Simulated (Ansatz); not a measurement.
The start is a relaxed ZnCu2SnS4 cell shaken by Gaussian noise of σ = 0.08 Å a coordinate. The cell and all atomic positions are relaxed at zero pressure with PBE (plane waves to 420 eV, PAW, scalar-relativistic; Ansatz, a quantum-chemistry and plane-wave program). The first steps use a coarse 5×5×6 k-mesh.

The start:
```yaml
crystal:
  lattice:
    - [-2.70712, 2.70712, 4.93424]
    - [2.70712, -2.70712, 4.93424]
    - [2.70712, 2.70712, -4.93424]
  atoms:
    - { symbol: Cu, position: [0.02723, 0.55830, 0.52618] }
    - { symbol: Cu, position: [0.46872, 0.95556, 0.47509] }
    - { symbol: S, position: [0.51437, 0.50184, 0.98037] }
    - { symbol: S, position: [0.74947, 0.74056, 0.99889] }
    - { symbol: S, position: [0.22804, 0.25810, 0.99540] }
    - { symbol: S, position: [0.26315, 0.75466, 0.53282] }
    - { symbol: Sn, position: [0.76421, 0.27463, 0.54973] }
    - { symbol: Zn, position: [0.99888, 0.01569, 0.00202] }
```

**Question.** How large is the pressure on the unrelaxed cell, and of which sign?

**Answer.** +2.5 GPa (positive: the cell is compressed).

**Question.** What is the largest force in the starting geometry, and on which atom (counted from 1)?

**Answer.** 1.67 eV/Å, on Cu1 (atoms numbered as listed).

**Question.** Is the parent structure recovered?

**Answer.** It does not go back: it reaches P1 (No. 1), 0.51 eV/atom below the parent.

**Question.** How do the shortest distances between atoms change?

**Answer.** The closest pairs of elements (up to four, under 3.6 Å), start → end: Cu–S 2.11 → 2.21 Å; S–S 2.25 → 2.13 Å; S–Zn 2.36 → 2.35 Å; S–Sn 2.51 → 2.62 Å.

**Question.** What band gap does the relaxed structure have at this level?

**Answer.** 1.09 eV, indirect (valence top at X, conduction bottom at k = (0.125, -0.3333, -0.3333)) (no spin-orbit coupling).

Final values are on a 8×6×6 k-mesh of the relaxed cell. The relaxed cell holds bonded S–S pairs (2.13 Å). No spin polarisation in the result.

The relaxed structure here is a generated cell of ZnCu2SnS4: the first start was made by a random draw of sites in a space group, and the end was not matched to a known phase here, so it may be hypothetical. Known forms of ZnCu2SnS4 include space group No. 82.
